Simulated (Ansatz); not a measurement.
Zn (dhcp): energy against volume

These are results of DFT, PBEsol, plane waves (420 eV) with PAW, scalar-relativistic in Ansatz, not measurements. (PAW data from PBE, frozen cores regenerated.)

The cell is scaled uniformly from the relaxed one, with fractional coordinates and shape fixed. Energies are extrapolated to zero smearing, pressures are those at the given smearing. Magnetic state: spin not included.

A Birch-Murnaghan fit gives V₀ = 14.20 Å³/atom, B₀ = 91 GPa, B₀′ = 5.3.

Problem. What are the energy above the minimum and the pressure at 14.773 Å³/atom?

Solution. 6.1 meV/atom and -3.19 GPa as computed.

Problem. What are the energy above the minimum and the pressure at 15.342 Å³/atom?

Solution. 22.3 meV/atom and -5.67 GPa as computed.

Problem. What are the energy above the minimum and the pressure at 15.910 Å³/atom?

Solution. 46.3 meV/atom and -7.57 GPa as computed.
